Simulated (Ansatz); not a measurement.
PdRhN2:
Space group R-3m, hexagonal axes (No. 166); a = b = 2.9845 Å, c = 18.3963 Å, α = β = 90.00°, γ = 120.00°

```json
[
 {"atom": "Rh", "site": "3b", "symmetry": "-3m", "x": "0.0000", "y": "0.0000", "z": "0.5000"},
 {"atom": "Pd", "site": "3a", "symmetry": "-3m", "x": "0.0000", "y": "0.0000", "z": "0.0000"},
 {"atom": "N", "site": "6c", "symmetry": "3m", "x": "0.0000", "y": "0.0000", "z": "0.1065"}
]
```
(The calculation used a cell of 4 atoms; values per cell refer to that cell.)

Relaxed at zero pressure with DFT-PBE in the program Ansatz with PAW potentials.

**Question.** The volume is lowered by 3 % and shape and atoms relax at that volume. What pressure results, and how do the axes share the change?

**Answer.** 5.9 GPa; a -1.5 %, b -1.5 %, c -0.1 %; the energy rises by 6 meV/atom.

**Question.** Give the new structure.

**Answer.** 
Space group R-3m, hexagonal axes (No. 166); a = b = 2.940 Å, c = 18.384 Å, α = β = 90.00°, γ = 120.00°

| atom | site | symmetry | x | y | z |
|---|---|---|---|---|---|
| Rh | 3b | -3m | 0.0000 | 0.0000 | 0.5000 |
| Pd | 3a | -3m | 0.0000 | 0.0000 | 0.0000 |
| N | 6c | 3m | 0.0000 | 0.0000 | 0.1057 |

The phase is kept; no other phase was compared at this pressure.

The start of the workflow was typed in or built on a structure type; neither database checked (COD, Materials Project) lists it. Its standing as an ambient phase is unchecked. The PBE relaxation kept the symmetry of its start; its stability against distortions is not shown here. The workflow began spin-polarised and lost its moments. Its formation energy is positive at this level, so the cell may be metastable or incomplete.

Potentials: the later of the program's two PAW sets.
